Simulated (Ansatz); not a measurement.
Al₂Te₅ in space group C2/m (No. 12; Al on 4i, Te on 4i, Te on 2a, Te on 4i), the program Ansatz at the r²SCAN level (PAW), all energies at zero smearing, with the estimated change up to a 700 eV cutoff added, with one set of potentials and settings (totals compare only within such a set). Cell of 7 atoms (2 Al, 5 Te): -36057.767 eV.

| element | reference phase | E (eV/atom) |
|---|---|---|
| Al | Fm-3m, 1 atoms in the cell | -540.4083 |
| Te | P3_121, 3 atoms in the cell | -6994.8235 |

Formation energy per atom, worked out: (-36057.767 − 2×(-540.4083) − 5×(-6994.8235))/7 = -0.405 eV/atom (-39 kJ per mol of atoms), at 0 K, without zero-point energy or fitted corrections.

The workflow started from a Materials Project entry (that database holds measured and hypothetical structures alike); the Crystallography Open Database copy checked does not list it. Whether it is the stable phase at ambient conditions was not checked. The r²SCAN relaxation kept the symmetry of its start; its stability against distortions is not shown here. A crystal of weakly bound layers computed without a dispersion correction: the cell and the soft elastic constants depend strongly on that. The references are the lowest solids computed at this level, not always the standard phases. Spin–orbit coupling is left out wherever it is not named.

Potentials: the later of the program's two PAW sets.
